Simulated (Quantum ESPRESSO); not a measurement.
## Band energies of TiB2

```
CELL_PARAMETERS angstrom
      3.02593     0.00000     0.00000
     -1.51296     2.62053     0.00000
      0.00000     0.00000     3.22877
ATOMIC_POSITIONS crystal
  B  0.33333 0.66667 0.50000
  B  0.66667 0.33333 0.50000
  Ti 0.00000 0.00000 0.00000
```

PBEsol (Quantum ESPRESSO, PseudoDojo norm-conserving, 84 Ry, scalar-relativistic); path ΓMKΓALHA,LM,KH; energies in eV from the Fermi level.

| k (1/Å) | point | band 5 | band 6 | band 7 | band 8 | band 9 | band 10 | band 11 | band 12 |
|---|---|---|---|---|---|---|---|---|---|
| 0.00 | Γ | -13.54 | -2.63 | -2.63 | -2.36 | -2.19 | 1.88 | 1.88 | 3.66 |
| 0.44 |  | -12.91 | -4.22 | -2.76 | -2.76 | -1.94 | 1.71 | 2.29 | 2.64 |
| 0.98 |  | -10.60 | -7.90 | -3.24 | -3.22 | -2.23 | 1.36 | 2.68 | 2.87 |
| 1.20 | M | -9.42 | -9.23 | -3.29 | -3.28 | -2.33 | 1.32 | 2.76 | 3.24 |
| 1.54 |  | -9.01 | -9.00 | -5.38 | -2.93 | -0.49 | -0.26 | 2.17 | 2.85 |
| 1.89 | K | -8.32 | -8.32 | -7.41 | -1.91 | -1.91 | 1.35 | 1.35 | 1.98 |
| 2.10 |  | -9.47 | -7.65 | -6.67 | -2.56 | -1.03 | 0.80 | 1.10 | 2.70 |
| 2.64 |  | -12.22 | -5.20 | -3.84 | -2.96 | -1.23 | 1.17 | 1.64 | 2.74 |
| 3.17 |  | -13.50 | -2.74 | -2.64 | -2.40 | -2.17 | 1.87 | 1.95 | 3.49 |
| 3.28 | Γ | -13.54 | -2.63 | -2.63 | -2.36 | -2.19 | 1.88 | 1.88 | 3.66 |
| 3.71 |  | -12.91 | -5.22 | -2.11 | -2.11 | 0.09 | 0.77 | 0.77 | 2.63 |
| 4.25 | A | -11.59 | -7.67 | -0.56 | -0.56 | -0.21 | -0.21 | 0.41 | 0.41 |
| 4.75 |  | -11.18 | -6.64 | -4.01 | -3.14 | -1.04 | 1.18 | 1.90 | 2.17 |
| 5.25 |  | -10.06 | -7.10 | -4.55 | -4.41 | -2.79 | 2.40 | 2.71 | 4.00 |
| 5.45 | L | -9.77 | -7.57 | -4.68 | -3.88 | -3.17 | 2.47 | 2.94 | 4.50 |
| 5.74 |  | -9.55 | -7.70 | -5.15 | -3.62 | -3.22 | 2.48 | 3.26 | 4.17 |
| 6.14 | H | -8.59 | -8.59 | -5.77 | -3.20 | -3.20 | 2.50 | 4.27 | 4.27 |
| 6.24 |  | -8.94 | -8.23 | -5.73 | -3.32 | -3.13 | 2.49 | 4.12 | 4.16 |
| 6.73 |  | -10.56 | -5.76 | -5.31 | -4.60 | -2.13 | 2.03 | 2.38 | 3.18 |
| 7.23 |  | -11.45 | -7.29 | -2.44 | -2.22 | -0.23 | 0.69 | 1.34 | 1.54 |
| 7.52 | A | -11.59 | -7.67 | -0.56 | -0.56 | -0.21 | -0.21 | 0.41 | 0.41 |
| 7.52 | L | -9.77 | -7.57 | -4.68 | -3.88 | -3.17 | 2.47 | 2.94 | 4.50 |
| 7.62 |  | -9.76 | -7.64 | -4.66 | -3.80 | -3.18 | 2.39 | 2.94 | 4.51 |
| 8.11 |  | -9.42 | -8.91 | -3.88 | -3.24 | -2.52 | 1.90 | 2.41 | 2.82 |
| 8.50 | M | -9.42 | -9.23 | -3.29 | -3.28 | -2.33 | 1.32 | 2.76 | 3.24 |
| 8.50 | K | -8.32 | -8.32 | -7.41 | -1.91 | -1.91 | 1.35 | 1.35 | 1.98 |
| 8.98 |  | -8.45 | -8.45 | -6.66 | -2.72 | -2.72 | 2.27 | 2.71 | 2.71 |
| 9.47 | H | -8.59 | -8.59 | -5.77 | -3.20 | -3.20 | 2.50 | 4.27 | 4.27 |

A metal at this level: along this path bands 9, 10 cross the Fermi level.

Geometry of the Materials Project entry, not relaxed at this level.
